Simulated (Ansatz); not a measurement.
Mg$_{2}$Cu$_{3}$Si in space group P6_3/mmc (No. 194; Mg on 4f, Si on 2a, Cu on 6h), the program Ansatz at the PBE level (PAW), all energies at zero smearing, with the estimated change up to a 700 eV cutoff added, with one set of potentials and settings (totals compare only within such a set). Cell of 12 atoms (4 Mg, 2 Si, 6 Cu): -48720.777 eV.

| element | reference phase | E (eV/atom) |
|---|---|---|
| Mg | P6_3/mmc, 2 atoms in the cell | -1923.8026 |
| Si | Fd-3m, 2 atoms in the cell | -635.8096 |
| Cu | Fm-3m, 1 atoms in the cell | -6625.1757 |

Formation energy per atom, worked out: (-48720.777 − 4×(-1923.8026) − 2×(-635.8096) − 6×(-6625.1757))/12 = -0.241 eV/atom (-23 kJ per mol of atoms), at 0 K, without zero-point energy or fitted corrections.

The workflow started from a Materials Project entry (that database holds measured and hypothetical structures alike); the Crystallography Open Database copy checked does not list it. Its standing as an ambient phase is unchecked. Symmetry was held in the PBE relaxation; whether a distortion lowers the energy is not shown. The run is not spin-polarised. The references are the lowest solids computed at this level, not always the standard phases.

Potentials: the later of the program's two PAW sets.
